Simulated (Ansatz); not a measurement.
## YGe₂Rh₂: computed property card

YGe$_{2}$Rh$_{2}$:
```yaml
crystal:
  lattice:
    - [-2.05300, 2.05300, 5.15709]
    - [2.05300, -2.05300, 5.15709]
    - [2.05300, 2.05300, -5.15709]
  atoms:
    - { symbol: Y, position: [0.00000, 0.00000, 0.00000] }
    - { symbol: Ge, position: [0.62192, 0.62192, 0.00000] }
    - { symbol: Ge, position: [0.37808, 0.37808, 0.00000] }
    - { symbol: Rh, position: [0.25000, 0.75000, 0.50000] }
    - { symbol: Rh, position: [0.75000, 0.25000, 0.50000] }
```

Space group I4/mmm (No. 139); conventional cell a = 4.106 Å, b = 4.106 Å, c = 10.314 Å, α = 90.00°, β = 90.00°, γ = 90.00°.

Method: plane-wave PAW r²SCAN (Ansatz code). Structure relaxed to zero pressure with the same functional. Other levels are named where they apply.

### Cell and energy

| Item | Result |
|---|---|
| Volume per atom | 17.39 Å³ |
| Density | 8.40 g/cm³ |
| Formation energy from the elements (no fitted shifts) | -966 meV/atom |

### Electronic structure

| Property | Value |
|---|---|
| Electronic character | metallic (no gap) |
| Density of states at the Fermi level | 0.50 states/eV per atom (mean over ±0.08 eV) |

The workflow started from a Materials Project entry (that database holds measured and hypothetical structures alike); the Crystallography Open Database files this formula in space group No. 139, but the cells were not matched. Whether it is the stable phase at ambient conditions was not checked. The cell was relaxed with r²SCAN under the symmetry of its start; its stability against distortions is not shown here. The run is not spin-polarised. The references are the lowest solids computed at this level, not always the standard phases. Spin–orbit coupling is left out wherever it is not named.

Potentials: the later of the program's two PAW sets.
